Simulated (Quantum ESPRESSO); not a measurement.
# Planted mistakes on one cell of TaTi3NO7

The results below are calculated, not measured. They come from pw.x of Quantum ESPRESSO 7.5, a plane-wave density functional program, with PseudoDojo standard norm-conserving files (v0.5 for PBE, v0.4.1 for LDA and PBEsol). The cells are made up: elements, strain and atom displacements were drawn at random, and nothing was relaxed. There is no spin polarisation, spin-orbit coupling or dispersion term.

The cell has 12 sites of a fluorite lattice. Sites 1 to 4 hold Ta Ti Ti Ti; sites 5 to 12 hold N O O O O O O O. Cell vectors in Å: (4.765, 0.000, 0.000); (0.000, 4.765, 0.000); (0.000, 0.000, 4.765). Settings: PBE, cutoff 1143 eV, 5 x 5 x 5 k mesh shifted by half a step, Fermi-Dirac smearing of 0.025 eV.

The intended run has a self-consistency threshold of 1e-07 eV, a smearing term of 0.000 eV, a pressure of 24.82 GPa and 24 iterations. Each further run changes one thing: all lengths scaled by 0.9875; atoms of sites 5 and 6 exchanged; files of PBEsol; k mesh 2 x 2 x 2; one electron removed; smearing 0.41 eV; threshold 0.4 eV. A coarse mesh keeps the shift, and a charged cell sits in a uniform background.

| run | change of free energy (eV) | smearing term -TS (eV) | change of P (GPa) | largest change of a force component (eV/Å) | iterations |
| --- | --- | --- | --- | --- | --- |
| A | -0.550 | 0.000 | -1.34 | 0.117 | 23 |
| B | 0.798 | 0.000 | 14.48 | 0.322 | 22 |
| C | -14.084 | -0.009 | -28.26 | 1.254 | 23 |
| D | 0.198 | 0.000 | -1.93 | 0.142 | 8 |
| E | 14.503 | 0.000 | -9.44 | 0.100 | 23 |
| F | -0.263 | 0.000 | -0.42 | 2.192 | 24 |
| G | -0.546 | -1.554 | 1.65 | 0.735 | 18 |

A rerun of the intended cell at 1437 eV and k mesh 7 x 7 x 7 moved values by no more than 0.002 eV in the cell's energy, 0.06 GPa in stress and 0.009 eV/Å in force.

Question: which change belongs to which run?

## Worked reading

Run D has the fewest iterations, as a run stopped early does. Run G has the largest smearing term, as wide smearing gives. Run B changes the volume by a factor of 0.9630; minus its pressure change over the logarithm of that factor, 384 GPa, is a rough bulk modulus with clamped atoms. Energies from files of another functional, or of a charged cell, have another zero and say nothing on stability; the pressure of a charged cell rests on the program's zero of potential too.

## Key

| run | change |
| --- | --- |
| A | k mesh 2 x 2 x 2 |
| B | all lengths scaled by 0.9875 |
| C | one electron removed |
| D | threshold 0.4 eV |
| E | files of PBEsol |
| F | atoms of sites 5 and 6 exchanged |
| G | smearing 0.41 eV |